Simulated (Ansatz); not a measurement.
Here is an unrelaxed guess for ZrPbO4.

```
CELL_PARAMETERS angstrom
3.75543 0.00000 0.00000
0.00000 3.75543 0.00000
0.00000 0.00000 5.39655
ATOMIC_POSITIONS crystal
Zr 0.50000 0.50000 0.50000
Pb 0.00000 0.00000 0.00000
O 0.50000 0.00000 0.76315
O 0.00000 0.50000 0.23685
O 0.50000 0.00000 0.23685
O 0.00000 0.50000 0.76315
```

Computed with DFT PBE, scalar-relativistic, plane waves, PAW (Ansatz). Plane waves to 420 eV, a k mesh through Γ of 4×4×4 on the computed 6-atom cell and Gaussian smearing (0.10 eV); no spin polarisation.

Formation energies are uncorrected and refer to the elements' standard structures at the same level (O₂ as a molecule).

Task: Estimate its pressure, forces and energy as it stands.

Result: The pressure is -7.8 GPa (the mean over three directions, positive in compression), the largest force is 2.36 eV/Å, and the energy is −1.83 eV/atom against the elements. The shortest distance is 2.27 Å.

Task: How much does it gain on relaxing, and where does it end?

Result: Relaxing gains about 0.12 eV/atom (the start's value is from the coarse mesh, so the gain is rough) in 14 ionic steps and ends at −1.95 eV/atom on the finer mesh. The symmetry stays P4/mmm (No. 123). The volume per atom shrinks by 4.4 %, from 12.7 to 12.1 Å³. The shortest distance goes from 2.27 Å (Pb–O) to 2.25 Å (Zr–O). Conventional cell: a = 3.715 Å, c = 5.273 Å. Zr is surrounded by 8 O at 2.25 Å; around Pb lie 8 O at 2.31 Å; around O lie 2 Zr at 2.25 Å, 2 Pb at 2.31 Å and 6 O at 2.52–2.75 Å.

The last run used a 10×10×8 mesh (in the run's order of axes) for its 6-atom cell and Gaussian smearing of 0.10 eV. These runs have no spin–orbit coupling, which can matter for Pb. The relaxation can't lower the symmetry of the start. A structure relaxed within its symmetry needn't be a true minimum.
